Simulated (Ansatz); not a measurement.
Relaxation of a generated cell, HgTe placed in the AFLOW prototype AB_cI16_199_a_a (B_a); 8 atoms in the cell, which starts as I2₁3 (No. 199), cI16; a = b = c = 8.381 Å, α = β = γ = 90.00°. The numbers are results of PBE (plane waves to 420 eV, PAW, scalar-relativistic; Ansatz, an electronic-structure program), not measurements. Γ-centred k-mesh 4×4×4 on the run's cell (coarser than for final values), Fermi–Dirac smearing 0.05 eV. This is the first round of the run. 

The optimiser's lines from the output (shortened; P is positive under compression):

```
relax step   1: F+E_penalty+E_count = -83179.12425037 eV  Δ(F+E_penalty+E_count) = +0.000e0 eV  max|allowed force component| = 2.805e-1 eV/Å  Δτ_max = 0.0000 Å  P = -4.413 GPa  Ω = 294.306 Å³  (8 SCF iters, dr2 threshold 1.00e-7 eV, accepted)
relax step   2: F+E_penalty+E_count = -83180.23705968 eV  Δ(F+E_penalty+E_count) = -1.113e0 eV  max|allowed force component| = 1.670e-1 eV/Å  Δτ_max = 0.1597 Å  P = -2.007 GPa  Ω = 257.721 Å³  (6 SCF iters, dr2 threshold 8.00e-7 eV, accepted)
relax step   3: F+E_penalty+E_count = -83180.59740792 eV  Δ(F+E_penalty+E_count) = -3.603e-1 eV  max|allowed force component| = 1.528e-1 eV/Å  Δτ_max = 0.1934 Å  P = +1.748 GPa  Ω = 235.807 Å³  (6 SCF iters, dr2 threshold 8.00e-7 eV, accepted)
relax step   4: F+E_penalty+E_count = -83180.87470029 eV  Δ(F+E_penalty+E_count) = -2.773e-1 eV  max|allowed force component| = 1.721e-1 eV/Å  Δτ_max = 0.1756 Å  P = +2.383 GPa  Ω = 240.312 Å³  (6 SCF iters, dr2 threshold 8.00e-7 eV, accepted)
relax step   5: F+E_penalty+E_count = -83181.24634366 eV  Δ(F+E_penalty+E_count) = -3.716e-1 eV  max|allowed force component| = 8.112e-2 eV/Å  Δτ_max = 0.1951 Å  P = +2.738 GPa  Ω = 250.113 Å³  (6 SCF iters, dr2 threshold 8.00e-7 eV, accepted)
relax step   6: F+E_penalty+E_count = -83181.65119382 eV  Δ(F+E_penalty+E_count) = -4.049e-1 eV  max|allowed force component| = 8.169e-2 eV/Å  Δτ_max = 0.1953 Å  P = +0.386 GPa  Ω = 280.927 Å³  (6 SCF iters, dr2 threshold 8.00e-7 eV, accepted)
relax step   7: F+E_penalty+E_count = -83181.77478148 eV  Δ(F+E_penalty+E_count) = -1.236e-1 eV  max|allowed force component| = 4.522e-2 eV/Å  Δτ_max = 0.1954 Å  P = -0.047 GPa  Ω = 294.827 Å³  (7 SCF iters, dr2 threshold 4.17e-7 eV, accepted)
relax step   8: F+E_penalty+E_count = -83181.80927998 eV  Δ(F+E_penalty+E_count) = -3.450e-2 eV  max|allowed force component| = 2.483e-2 eV/Å  Δτ_max = 0.1537 Å  P = -0.262 GPa  Ω = 301.012 Å³  (7 SCF iters, dr2 threshold 1.28e-7 eV, accepted)
relax step   9: F+E_penalty+E_count = -83181.82444939 eV  Δ(F+E_penalty+E_count) = -1.517e-2 eV  max|allowed force component| = 6.042e-3 eV/Å  Δτ_max = 0.1224 Å  P = +0.094 GPa  Ω = 297.351 Å³  (6 SCF iters, dr2 threshold 1.72e-7 eV, accepted)
relax step  10: F+E_penalty+E_count = -83181.82588502 eV  Δ(F+E_penalty+E_count) = -1.436e-3 eV  max|allowed force component| = 2.124e-3 eV/Å  Δτ_max = 0.0399 Å  P = -0.000 GPa  Ω = 298.592 Å³  (6 SCF iters, dr2 threshold 2.22e-8 eV, accepted)
relax step  11: F+E_penalty+E_count = -83181.82611983 eV  Δ(F+E_penalty+E_count) = -2.348e-4 eV  max|allowed force component| = 9.387e-4 eV/Å  Δτ_max = 0.0263 Å  P = -0.010 GPa  Ω = 298.742 Å³  (10 SCF iters, accepted)
relax step  12: F+E_penalty+E_count = -83181.82688267 eV  Δ(F+E_penalty+E_count) = -7.628e-4 eV  max|allowed force component| = 9.389e-4 eV/Å  Δτ_max = 0.0000 Å  P = -0.012 GPa  Ω = 298.742 Å³  stress off target by 1.18e-2 GPa  SCF on the basis re-selected at this cell (its energy is not comparable with the rows above)  (6 SCF iters)
```

From the first to the last row the energy changes by -0.34 eV/atom and the volume by +1.5 %. The last row is marked as not comparable with the walk above it, whose basis was carried along; it does compare with step 1, since both stand on a basis selected at the nominal cutoff for their own cell.

Later rounds, restarted from the end of this one on a renewed k-mesh, logged 2 more steps and released under 0.01 eV/atom more. The final structure after all rounds: I4₁32 (No. 214), cI16; a = 8.4225 Å, b = 8.4225 Å, c = 8.4225 Å, α = 90.00°, β = 90.00°, γ = 90.00°. Between re-selections the logged energies stand on a plane-wave basis carried along with the cell. The relaxed cell holds bonded Te–Te pairs (2.98 Å). No spin polarisation in the result.

The run could not lose the symmetry of its start: the end is stationary, and may be a saddle point rather than a minimum.

The relaxed structure here is a generated cell of HgTe: the first start was made by placing the elements on the sites of a structure type, and the end was not matched to a known phase here, so it may be hypothetical. Known forms of HgTe include space group No. 216.
